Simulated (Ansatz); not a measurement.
B3HN3:
```cif
data_H2B6N6
_chemical_formula_sum 'B6 N6 H2'
_space_group_name_H-M_alt 'P 1'
_space_group_IT_number 1
_cell_length_a 4.35082
_cell_length_b 4.35082
_cell_length_c 6.82600
_cell_angle_alpha 90.000
_cell_angle_beta 90.000
_cell_angle_gamma 59.888
loop_
_space_group_symop_operation_xyz
  'x, y, z'
loop_
_atom_site_label
_atom_site_type_symbol
_atom_site_fract_x
_atom_site_fract_y
_atom_site_fract_z
_atom_site_occupancy
B1 B 0.30759 0.69241 0.52085 1
N1 N 0.63972 0.36028 0.46756 1
N2 N 0.36028 0.63972 0.96756 1
B2 B 0.69241 0.30759 0.02085 1
B3 B 0.97648 0.36166 0.48173 1
N3 N 0.30538 0.03163 0.48730 1
N4 N 0.03163 0.30538 0.98730 1
B4 B 0.36166 0.97648 0.98173 1
B5 B 0.63834 0.02352 0.48173 1
N5 N 0.96837 0.69462 0.48730 1
N6 N 0.69462 0.96837 0.98730 1
B6 B 0.02352 0.63834 0.98173 1
H1 H 0.36070 0.63930 0.72127 1
H2 H 0.63930 0.36070 0.22127 1
```

Relaxed with r²SCAN+D4.

Task: Which orbitals make up the states near the Fermi level in r²SCAN+D4 (plane waves, PAW; program Ansatz)?

Result: Within 0.5 eV of the Fermi level: N 2p 46 %, H 1s 25 %, B 2p 24 %. Projections are on Löwdin-orthogonalised atomic valence shells; empty p or d shells of many metals are not among them.

Task: Tabulate the density of states.

Result: States/eV per cell of 14 atoms, in 0.25 eV bins, energy from the Fermi level.

```tsv
E (eV)	total	N 2p	B 2p	H 1s
-7.85	3.78	2.22	0.94	0.20
-7.60	3.54	2.09	0.89	0.17
-7.35	4.03	2.39	1.06	0.20
-7.10	4.41	2.68	1.17	0.18
-6.85	4.97	3.08	1.37	0.15
-6.60	4.47	2.72	1.31	0.20
-6.35	5.82	3.70	1.69	0.14
-6.10	6.34	4.10	1.85	0.12
-5.85	5.54	3.61	1.60	0.12
-5.60	4.68	3.05	1.31	0.12
-5.35	4.48	2.97	1.26	0.10
-5.10	4.87	3.23	1.36	0.13
-4.85	4.90	3.29	1.34	0.14
-4.60	5.05	3.42	1.34	0.17
-4.35	5.19	3.57	1.34	0.18
-4.10	4.21	2.96	1.01	0.15
-3.85	4.68	3.38	1.08	0.15
-3.60	4.04	2.98	0.89	0.12
-3.35	3.88	2.93	0.77	0.13
-3.10	3.20	2.48	0.53	0.13
-2.85	2.45	2.05	0.32	0.04
-2.60	2.09	1.79	0.23	0.04
-2.35	1.39	1.22	0.13	0.01
-2.10	1.10	1.01	0.08	0.00
-1.85	1.36	1.00	0.17	0.16
-1.60	1.01	0.42	0.24	0.30
-1.35	1.18	0.52	0.26	0.32
-1.10	1.37	0.67	0.27	0.35
-0.85	1.15	0.55	0.23	0.30
-0.60	1.03	0.48	0.22	0.27
-0.35	1.00	0.47	0.22	0.26
-0.10	1.02	0.48	0.23	0.26
0.15	0.94	0.43	0.23	0.23
0.40	1.20	0.53	0.33	0.27
0.65	1.64	0.72	0.44	0.38
0.90	1.24	0.58	0.29	0.29
1.15	1.14	0.56	0.23	0.26
1.40	1.10	0.56	0.20	0.26
1.65	0.58	0.30	0.08	0.14
1.90	0.00	0.00	0.00	0.00
2.15	0.00	0.00	0.00	0.00
2.40	0.00	0.00	0.00	0.00
2.65	0.00	0.00	0.00	0.00
2.90	0.00	0.00	0.00	0.00
3.15	0.54	0.02	0.51	0.00
3.40	1.68	0.11	1.47	0.01
3.65	2.25	0.24	1.82	0.04
3.90	2.26	0.32	1.75	0.04
4.15	2.28	0.38	1.69	0.05
4.40	2.07	0.38	1.43	0.05
4.65	2.26	0.41	1.43	0.08
```

Space group Cmc2_1. The start of the workflow was typed in or built on a structure type; neither database checked (COD, Materials Project) lists it. Whether it is the stable phase at ambient conditions was not checked. Symmetry was held in the r²SCAN+D4 relaxation; its stability against distortions is not shown here. The volume moved by -19 % from the start of the relaxation.

Potentials: the earlier of the program's two PAW sets.
